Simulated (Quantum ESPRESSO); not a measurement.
## InSiGeP3S (a curve over strain)

Simulated, not a measurement. The program is pw.x of Quantum ESPRESSO 7.5 (plane-wave density functional theory). The cell is made up: 7 atoms on a zincblende/diamond lattice with one site empty, with randomly drawn elements, strain and displacements, not relaxed. PseudoDojo standard norm-conserving files (v0.5 for PBE, v0.4.1 for LDA and PBEsol) set the functional; there is no spin polarisation, spin-orbit coupling or dispersion term, and the masses in the input are unused placeholders. A spin-polarised start on this cell or one of its family kept no moment.

Seven runs add a strain to one cell (the same linear strain along x, y and z); the atoms follow the cell and are not relaxed. Stress in the table is positive in tension.

Input of the run at -0.0072:

```
&control calculation='scf', pseudo_dir='./dojo.nc.sr.pbe.v0_5.standard.upf', outdir='./o', disk_io='low', tprnfor=.true., tstress=.true. /
&system ibrav=0, nat=7, ntyp=5, nbnd=36, ecutwfc=77.98206166, nosym=.true., tot_charge=0,
 occupations='smearing', smearing='fd', degauss=0.0073498644
/
&electrons conv_thr=7.350e-09, electron_maxstep=60, /
ATOMIC_SPECIES
Ge 1.0 Ge.upf
In 1.0 In.upf
P 1.0 P.upf
S 1.0 S.upf
Si 1.0 Si.upf
CELL_PARAMETERS angstrom
5.4598 0.0 0.0
0.0 5.4598 0.0
0.0 0.0 5.4598
ATOMIC_POSITIONS angstrom
In 0.0519 0.0383 -0.0377
Si 2.6978 0.0215 2.6962
Ge 2.7835 2.7938 -0.0332
P 1.3689 1.3846 1.3874
P 1.3515 4.1496 4.1122
S 4.1086 1.4057 4.1208
P 4.0873 4.0632 1.394
K_POINTS automatic
6 6 6 1 1 1
```

| added strain | free energy less that of the input shown (eV) | stress xx (GPa) | stress yy (GPa) | stress zz (GPa) | stress xy (GPa) | pressure (GPa) | iterations |
| --- | --- | --- | --- | --- | --- | --- | --- |
| -0.0238 | 0.2577 | -9.03 | -6.49 | -6.24 | 2.68 | 7.25 | 11 |
| -0.0216 | 0.2118 | -8.40 | -5.91 | -5.66 | 2.61 | 6.66 | 11 |
| -0.0171 | 0.1297 | -7.18 | -4.77 | -4.53 | 2.47 | 5.49 | 11 |
| -0.0072 | 0.0000 | -4.74 | -2.52 | -2.30 | 2.19 | 3.19 | 11 |
| +0.0165 | -0.0655 | -0.11 | 1.69 | 1.89 | 1.62 | -1.15 | 11 |
| +0.0245 | -0.0204 | 1.13 | 2.79 | 2.99 | 1.45 | -2.30 | 12 |

Question: one run is left out of the table, at -0.0145. Estimate its stress xx (GPa).

Answer: -6.50. The whole row:

| added strain | free energy less that of the input shown (eV) | stress xx (GPa) | stress yy (GPa) | stress zz (GPa) | stress xy (GPa) | pressure (GPa) | iterations |
| --- | --- | --- | --- | --- | --- | --- | --- |
| -0.0145 | 0.0887 | -6.50 | -4.15 | -3.91 | 2.39 | 4.85 | 11 |

A cubic fit gives a slope of stress xx against the added strain of 208 GPa at zero added strain, with the atoms clamped. Across the table the free energy follows the integral of the stress to within 1.4 meV. A rerun of one of the cells at 1347 eV and a 8 x 8 x 8 mesh moved values by no more than 0.002 eV in energy, 0.02 GPa in stress and 0.004 eV/Å in force.